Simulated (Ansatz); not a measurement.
## AlNi under strain — quadrupolar parameters

The cell is a COD entry, relaxed with PBE at fixed cell and then changed (z stretched by 2 %, ions relaxed).

```xyz
2
Lattice="2.8810 0.0000 0.0000 0.0000 2.8810 0.0000 0.0000 0.0000 2.9386" Properties=species:S:1:pos:R:3 pbc="T T T"
Al    0.0000    0.0000    0.0000
Ni    1.4405    1.4405    1.4693
```

Atom numbers follow the list; atoms alike are taken as one site, whose name carries the number of the first.

The numbers come from a DFT calculation in Ansatz (PBE, plane waves and PAW, scalar-relativistic, collinear spin, 420 eV cutoff, Γ-centred 16×16×16 k-points, Fermi–Dirac smearing 0.05 eV). Start moments as typed (μB): 1.5 on each Ni, none on the rest.

V_zz is the principal component of the electric field gradient with the largest magnitude, η = (V_xx − V_yy)/V_zz and C_Q = eQV_zz/h.

²⁷Al: I = 5/2, Q = 146.6 mb; Ni-61: I = 3/2, Q = 162.0 mb. Q values from Pyykkö, Mol. Phys. 116, 1328 (2018).

| site | atoms (order as listed) | first shell | V_zz (10²¹ V/m²) | η | C_Q (MHz) |
| --- | --- | --- | --- | --- | --- |
| Al | 1 | 8 Ni at 2.51 Å, 6 Al at 2.88–2.94 Å | 0.044 | 0.00 | 0.155 |
| Ni | 2 | 8 Al at 2.51 Å, 6 Ni at 2.88–2.94 Å | 0.33 | 0.00 | 1.30 |

An axis of threefold or higher order runs through Al and Ni, so V_zz lies along it and η is zero.

With no gap above 0.1 eV, as in a metal, the gradients converge slowly in k; expect changes of a tenth or more on a denser mesh. With these PAW files V_zz is typically within 2 to 3 % of all-electron values, but misses above 10 % occur on Ni. The start moments die out, and the run ends without spin.
